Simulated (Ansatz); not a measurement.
## Ru: is the k mesh converged?

Ru in the hcp lattice, in a typed cell, not relaxed.

```
Ru
1.0
     1.36000   -2.35559    0.00000
     1.36000    2.35559    0.00000
     0.00000    0.00000    4.29000
Ru
2
Direct
  0.33333 0.66667 0.25000
  0.66667 0.33333 0.75000
```

Method (Ansatz, development build): PBE; Ansatz hand-made PAW at 660 eV; k mesh 6×6×4; Fermi–Dirac smearing of 0.1 eV; no spin. Phonons (finite displacements in cells commensurate with each q) are harmonic and in cm⁻¹; i marks an unstable mode. Zone-centre lists hold the optical modes without the non-analytic term.

Caveats: coarse k mesh.

At 13.74 Å³ an atom it gives top Γ mode (cm⁻¹) 222; lowest Γ mode (cm⁻¹) 189; lowest mode at q = [0.5, 0, 0] (cm⁻¹) 123; top mode at q = [0.5, 0, 0] (cm⁻¹) 206.

Q: Repeat on 8×8×6. Do the numbers hold?

A: 
```
k mesh  cutoff (eV)  volume (Å³/atom)  top Γ mode (cm⁻¹)  lowest Γ mode (cm⁻¹)  lowest mode at q = [0.5, 0, 0] (cm⁻¹)  top mode at q = [0.5, 0, 0] (cm⁻¹)
 8×8×6          660             13.74                256                   189                                    136                                 209
```

Not yet: the top Γ mode moves by about 34 cm⁻¹ between the meshes.
